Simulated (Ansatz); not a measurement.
**Property card for SiRh**

SiRh (CsCl type, Pm-3m), a = 2.946 Å, b = 2.946 Å, c = 2.946 Å, α = 90.00°, β = 90.00°, γ = 90.00°.

Space group Pm-3m (No. 221), CsCl type; conventional cell a = 2.946 Å, b = 2.946 Å, c = 2.946 Å, α = 90.00°, β = 90.00°, γ = 90.00°.

Method: DFT-PBEsol in the program Ansatz with PAW potentials. The cell and atoms are relaxed at this level. Other levels are named where they apply.

### Cell and energy

* **Volume per atom**: 12.79 Å³
* **Density**: 8.51 g/cm³
* **Formation energy from the elements (no fitted shifts)**: -0.62 eV/atom

### Electronic structure

- Electronic character: metallic (no gap)
- Density of states at the Fermi level: 0.99 states/eV per atom (mean over ±0.08 eV)
- Gap with spin–orbit coupling: none (metallic)

### Mechanics

Bulk modulus (Birch–Murnaghan fit): 238 GPa
Pressure derivative B′: 5.0
Elastic constants (relaxed ions, GPa): C11 = 177, C12 = 268, C44 = 71.7
Mechanical stability: unstable (C has a negative eigenvalue)

### Charges

* **Bader charges**: Si +0.72, Rh -0.72 e

The first step of the workflow began from a Materials Project structure, measured or hypothetical; the Crystallography Open Database copy checked does not list it. COD files the formula under space group No. 14, so this cell is another polymorph or a model. Its standing as an ambient phase is unchecked. The cell was relaxed with PBEsol under the symmetry of its start. The run is not spin-polarised. As this level gives no gap, shear constants depend on the k-mesh and smearing (Fermi–Dirac, 0.1 eV here). On the denser mesh and wider smearing of the elastic run this cell carries a stress of 0.4 GPa. The references are the lowest solids computed at this level, not always the standard phases. Scalar-relativistic: spin–orbit coupling is off unless named, which matters more the heavier the elements.

Potentials: the later of the program's two PAW sets.
